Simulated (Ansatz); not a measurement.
Ni (bcc (W type), Im-3m) at seven volumes, plane-wave PAW r²SCAN (Ansatz code), scaled uniformly. One row is withheld.

```tsv
V (Å³/atom)	P (GPa)
9.626	?
9.944	15.46
10.261	7.03
10.578	0.01
10.896	-5.84
11.213	-10.73
11.530	-14.85
```

Task: Fit the shown pressures and predict the withheld one.

Result: P = (3/2)B₀(x^(7/2) − x^(5/2))[1 + (3/4)(B′ − 4)(x − 1)] with x = (V₀/V)^(2/3). Least squares on the six rows gives V₀ = 10.579 Å³/atom, B₀ = 214 GPa, B′ = 5.00. At V = 9.626, x = 1.0650 and P = 25.59 GPa. The run itself gave 25.55 GPa.

A made-up cell: these elements were put on the sites of a structure type; the Crystallography Open Database copy checked does not list it. It is not the phase usual at ambient conditions (space group No. 225). The r²SCAN relaxation kept the symmetry of its start. At this level the phase is mechanically unstable. Magnetic state: ferromagnetic, chosen from 3 collinear starts compared on coarse meshes (ties went to the first, and starts can fall back to one state), not a proven ground state. Other orbital occupations within this spin state were not tried.

Potentials: the later of the program's two PAW sets.
